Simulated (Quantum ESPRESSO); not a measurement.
Al2ZnSiN4 (made-up cell) (calculated)

Calculation on a made-up crystal cell, not a measurement: periodic Kohn-Sham density functional theory in plane waves with PseudoDojo standard norm-conserving scalar-relativistic pseudopotentials, each functional with its own files (v0.5 for PBE, v0.4.1 for LDA and PBEsol), no spin polarisation, no spin-orbit coupling, atoms not relaxed, stress positive in tension, energies less a fixed whole-eV offset for each atom's element; levels are Kohn-Sham levels at fractions of this cell's reciprocal vectors, counted from the reference band (half the neutral cell's valence electrons, rounded up) at Gamma; error bars cover cutoff and k-mesh only, not smearing or the files; added strain carries the atoms with the cell, and shear is the tensor component; each bar is the largest change over components, and at least 0.002 eV, 0.002 eV per angstrom or 0.02 GPa; energies are for the whole cell, and the offsets were chosen from early runs and are not element reference energies. Program: Quantum ESPRESSO 7.5.

Common to all runs: lattice type wurtzite; functional pbe; cutoff 1143 eV; fermi dirac smearing 0.025 eV; scf tolerance 1e-07 eV; electrons removed 0; added strain kind zz; k mesh 6 x 4 x 4, shifted by half a step.

(1) Al2ZnSiN4 (made-up cell)

Unstrained structure:
```xyz
8
Lattice="3.1551 0.0000 0.0000 0.0000 5.4649 0.0000 0.0000 0.0000 5.1523" Properties=species:S:1:pos:R:3 Al2ZnSiN4
Si     0.0871     0.0631    -0.0859
Al     1.4737     2.8423     0.0221
Zn     1.5544     0.9038     2.4967
Al    -0.0137     3.6196     2.5740
N     -0.0164     0.0573     1.9353
N      1.5216     2.7923     1.9782
N      1.5531     0.8670     4.4784
N     -0.0855     3.5314     4.5336
```

* added strain: -0.0143
* structure shown: before the added strain of -0.0143
* free energy less offsets: -2.724 eV
* smearing term minus ts: 0 eV
* scf iterations: 13
* pressure: -2.279 GPa
* stress xx: -4.423 GPa
* stress yy: 5.72 GPa
* stress zz: 5.54 GPa
* stress yz: -0.5396 GPa
* stress xz: 0.04586 GPa
* stress xy: 0.8839 GPa
* error bar energy: 0.002 eV
* error bar stress: 0.02355 GPa
* error bar force: 0.002 eV/Å
* error bars from: tighter rerun of a related cell

Atoms:
| atoms element | atom site | atom energy offset (eV) |
| --- | --- | --- |
| Si | 1 | -115 |
| Al | 2 | -64 |
| Zn | 3 | -5687 |
| Al | 4 | -64 |
| N | 5 | -283 |
| N | 6 | -283 |
| N | 7 | -283 |
| N | 8 | -283 |

Forces:
| site | x (eV/Å) | y (eV/Å) | z (eV/Å) |
| --- | --- | --- | --- |
| 1 | -1.867 | -1.244 | 3.113 |
| 2 | 0.73 | -1.703 | 1.605 |
| 3 | 0.1935 | 0.7902 | -0.3951 |
| 4 | -0.8167 | 0.7523 | -1.179 |
| 5 | 0.077 | -2.869 | -3.828 |
| 6 | 0.5636 | 1.299 | -1.095 |
| 7 | 0.9107 | -0.4057 | 2.356 |
| 8 | 0.2088 | 3.38 | -0.577 |

(2) Al2ZnSiN4 (made-up cell)

Structure as in entry 1.

- added strain: -0.0015
- structure shown: before the added strain of -0.0015
- free energy less offsets: -2.668 eV
- smearing term minus ts: 0 eV
- scf iterations: 13
- pressure: -4.269 GPa
- stress xx: -3.435 GPa
- stress yy: 6.203 GPa
- stress zz: 10.04 GPa
- stress yz: -0.5535 GPa
- stress xz: 0.05582 GPa
- stress xy: 0.8956 GPa
- error bar energy: 0.002 eV
- error bar stress: 0.02355 GPa
- error bar force: 0.002 eV/Å
- error bars from: tighter rerun of a related cell

Atoms:
| atoms element | atom site | atom energy offset (eV) |
| --- | --- | --- |
| Si | 1 | -115 |
| Al | 2 | -64 |
| Zn | 3 | -5687 |
| Al | 4 | -64 |
| N | 5 | -283 |
| N | 6 | -283 |
| N | 7 | -283 |
| N | 8 | -283 |

Forces:
| site | x (eV/Å) | y (eV/Å) | z (eV/Å) |
| --- | --- | --- | --- |
| 1 | -1.843 | -1.248 | 3.058 |
| 2 | 0.7201 | -1.667 | 1.742 |
| 3 | 0.1834 | 0.7637 | -0.2559 |
| 4 | -0.8048 | 0.74 | -1.094 |
| 5 | 0.07735 | -2.822 | -3.767 |
| 6 | 0.5587 | 1.286 | -1.202 |
| 7 | 0.8927 | -0.3986 | 2.202 |
| 8 | 0.2156 | 3.346 | -0.6824 |

(3) Al2ZnSiN4 (made-up cell)

Structure as in entry 1.

* added strain: 0.0066
* structure shown: before the added strain of 0.0066
* free energy less offsets: -2.617 eV
* smearing term minus ts: 0 eV
* scf iterations: 13
* pressure: -5.418 GPa
* stress xx: -2.854 GPa
* stress yy: 6.48 GPa
* stress zz: 12.63 GPa
* stress yz: -0.5564 GPa
* stress xz: 0.06437 GPa
* stress xy: 0.9017 GPa
* error bar energy: 0.002 eV
* error bar stress: 0.02355 GPa
* error bar force: 0.002 eV/Å
* error bars from: tighter rerun of a related cell

Atoms:
| atoms element | atom site | atom energy offset (eV) |
| --- | --- | --- |
| Si | 1 | -115 |
| Al | 2 | -64 |
| Zn | 3 | -5687 |
| Al | 4 | -64 |
| N | 5 | -283 |
| N | 6 | -283 |
| N | 7 | -283 |
| N | 8 | -283 |

Forces:
| site | x (eV/Å) | y (eV/Å) | z (eV/Å) |
| --- | --- | --- | --- |
| 1 | -1.827 | -1.25 | 3.012 |
| 2 | 0.7138 | -1.644 | 1.812 |
| 3 | 0.1774 | 0.7482 | -0.1837 |
| 4 | -0.797 | 0.7323 | -1.058 |
| 5 | 0.07694 | -2.794 | -3.717 |
| 6 | 0.5556 | 1.278 | -1.253 |
| 7 | 0.8815 | -0.3946 | 2.12 |
| 8 | 0.2193 | 3.325 | -0.7325 |

(4) Al2ZnSiN4 (made-up cell)

Structure as in entry 1.

- added strain: 0.0103
- structure shown: before the added strain of 0.0103
- free energy less offsets: -2.59 eV
- smearing term minus ts: 0 eV
- scf iterations: 13
- pressure: -5.919 GPa
- stress xx: -2.593 GPa
- stress yy: 6.601 GPa
- stress zz: 13.75 GPa
- stress yz: -0.5571 GPa
- stress xz: 0.06851 GPa
- stress xy: 0.9049 GPa
- error bar energy: 0.002 eV
- error bar stress: 0.02355 GPa
- error bar force: 0.002 eV/Å
- error bars from: tighter rerun of this cell

Atoms:
| atoms element | atom site | atom energy offset (eV) |
| --- | --- | --- |
| Si | 1 | -115 |
| Al | 2 | -64 |
| Zn | 3 | -5687 |
| Al | 4 | -64 |
| N | 5 | -283 |
| N | 6 | -283 |
| N | 7 | -283 |
| N | 8 | -283 |

Forces:
| site | x (eV/Å) | y (eV/Å) | z (eV/Å) |
| --- | --- | --- | --- |
| 1 | -1.82 | -1.251 | 2.988 |
| 2 | 0.7108 | -1.633 | 1.838 |
| 3 | 0.1747 | 0.7413 | -0.1545 |
| 4 | -0.7934 | 0.7289 | -1.044 |
| 5 | 0.07667 | -2.781 | -3.691 |
| 6 | 0.5543 | 1.274 | -1.272 |
| 7 | 0.8759 | -0.3932 | 2.087 |
| 8 | 0.2209 | 3.314 | -0.7518 |

(5) Al2ZnSiN4 (made-up cell)

Structure as in entry 1.

- added strain: 0.0124
- structure shown: before the added strain of 0.0124
- free energy less offsets: -2.574 eV
- smearing term minus ts: 0 eV
- scf iterations: 13
- pressure: -6.195 GPa
- stress xx: -2.448 GPa
- stress yy: 6.669 GPa
- stress zz: 14.36 GPa
- stress yz: -0.5566 GPa
- stress xz: 0.07125 GPa
- stress xy: 0.906 GPa
- error bar energy: 0.002 eV
- error bar stress: 0.02355 GPa
- error bar force: 0.002 eV/Å
- error bars from: tighter rerun of a related cell

Atoms:
| atoms element | atom site | atom energy offset (eV) |
| --- | --- | --- |
| Si | 1 | -115 |
| Al | 2 | -64 |
| Zn | 3 | -5687 |
| Al | 4 | -64 |
| N | 5 | -283 |
| N | 6 | -283 |
| N | 7 | -283 |
| N | 8 | -283 |

Forces:
| site | x (eV/Å) | y (eV/Å) | z (eV/Å) |
| --- | --- | --- | --- |
| 1 | -1.816 | -1.251 | 2.974 |
| 2 | 0.709 | -1.627 | 1.852 |
| 3 | 0.1732 | 0.7376 | -0.1398 |
| 4 | -0.7912 | 0.7269 | -1.038 |
| 5 | 0.07644 | -2.774 | -3.676 |
| 6 | 0.5534 | 1.272 | -1.28 |
| 7 | 0.8731 | -0.3921 | 2.069 |
| 8 | 0.2219 | 3.308 | -0.7613 |
